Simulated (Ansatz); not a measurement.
NbAu$_{2}$:
Space group P6/mmm (No. 191); a = 4.664 Å, b = 4.664 Å, c = 2.739 Å, α = 90.00°, β = 90.00°, γ = 120.00°

| atom | site | symmetry | x | y | z |
|---|---|---|---|---|---|
| Au | 2d | -6m2 | 0.3333 | 0.6667 | 0.5000 |
| Nb | 1a | 6/mmm | 0.0000 | 0.0000 | 0.0000 |

Relaxed with r²SCAN.

Which orbitals make up the states near the Fermi level in the program Ansatz at the r²SCAN level (PAW)?

Within 0.5 eV of the Fermi level: Nb 4d 75 %, Au 5d 13 %, outside the projected shells 7 %. Projections are on Löwdin-orthogonalised atomic valence shells; empty p or d shells of many metals are not among them.

Tabulate the density of states.

States/eV per cell of 3 atoms, in 0.25 eV bins, energy from the Fermi level.

```tsv
E (eV)	total	Au 5d	Nb 4d	Au 6s
-7.85	1.13	0.37	0.13	0.54
-7.60	2.51	1.44	0.29	0.65
-7.35	4.95	3.68	0.47	0.63
-7.10	5.78	4.67	0.45	0.48
-6.85	6.32	5.45	0.35	0.35
-6.60	7.25	6.49	0.34	0.29
-6.35	5.14	4.62	0.30	0.12
-6.10	4.46	4.06	0.20	0.13
-5.85	3.62	3.27	0.11	0.09
-5.60	2.68	2.28	0.10	0.07
-5.35	2.61	2.30	0.07	0.05
-5.10	4.30	3.99	0.18	0.03
-4.85	5.88	5.28	0.43	0.07
-4.60	5.65	4.79	0.60	0.16
-4.35	4.95	4.23	0.37	0.23
-4.10	5.04	4.01	0.43	0.41
-3.85	4.00	3.38	0.26	0.26
-3.60	2.60	2.28	0.13	0.13
-3.35	2.08	1.78	0.11	0.11
-3.10	2.45	1.96	0.21	0.19
-2.85	2.96	2.05	0.50	0.28
-2.60	1.91	0.81	0.75	0.21
-2.35	1.93	0.58	1.04	0.17
-2.10	1.63	0.44	0.91	0.12
-1.85	1.84	0.33	1.13	0.12
-1.60	2.03	0.33	1.24	0.10
-1.35	2.53	0.37	1.57	0.10
-1.10	2.67	0.42	1.68	0.08
-0.85	1.69	0.21	1.14	0.04
-0.60	1.04	0.15	0.77	0.02
-0.35	0.83	0.12	0.63	0.01
-0.10	0.79	0.11	0.61	0.01
0.15	0.91	0.12	0.69	0.01
0.40	1.62	0.21	1.20	0.05
0.65	2.54	0.36	1.84	0.13
0.90	3.99	0.54	2.63	0.30
1.15	4.35	0.53	2.96	0.31
1.40	2.43	0.26	1.83	0.12
1.65	1.87	0.17	1.33	0.12
1.90	1.20	0.09	0.81	0.11
2.15	1.36	0.08	0.92	0.17
2.40	1.55	0.07	1.11	0.17
2.65	2.04	0.07	1.59	0.17
2.90	2.01	0.08	1.43	0.26
3.15	1.49	0.07	0.75	0.36
3.40	1.35	0.06	0.49	0.45
3.65	1.16	0.05	0.36	0.43
3.90	0.88	0.03	0.24	0.30
4.15	0.71	0.02	0.16	0.21
4.40	0.66	0.02	0.12	0.19
4.65	0.89	0.03	0.14	0.31
```

The workflow started from an entry of the Crystallography Open Database (COD). Whether it is the stable phase at ambient conditions was not checked. The cell was relaxed with r²SCAN under the symmetry of its start; whether a distortion lowers the energy is not shown. No spin polarisation was allowed. Axis ratios of metals converge slowly with the k-mesh, so a and c are less sure than the volume. Scalar-relativistic: spin–orbit coupling is off unless named, which matters more the heavier the elements.

Potentials: the later of the program's two PAW sets.
